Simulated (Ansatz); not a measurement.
Here is the system:

Re:
```xyz
2
Lattice="0.0000 2.7972 2.7972 2.7972 0.0000 2.7972 2.7972 2.7972 0.0000" Properties=species:S:1:pos:R:3 pbc="T T T"
Re     0.0000     0.0000     0.0000
Re     1.3986     1.3986     1.3986
```

This is the PBEsol-relaxed structure.

Task: All from plane-wave PAW PBEsol (Ansatz code), unless another level is named. Give the bulk modulus (Birch–Murnaghan fit).

Result: 191 GPa.

Task: What about the highest zone-centre frequency?

Result: 211 cm⁻¹.

Space group Fd-3m (diamond). The start of the workflow was typed in or built on a structure type; neither database checked (COD, Materials Project) lists it. It is not the phase usual at ambient conditions (space group No. 194). Symmetry was held in the PBEsol relaxation. At this level the phase is mechanically unstable. The run is not spin-polarised. As this level gives no gap, phonon frequencies hold no LO–TO term and depend on the k-mesh and smearing (Fermi–Dirac, 0.1 eV here). Spin–orbit coupling is left out wherever it is not named.

Potentials: the earlier of the program's two PAW sets. The files were generated under PBE; for other functionals the program regenerates the frozen cores, and for LDA and PBEsol the local potential too.
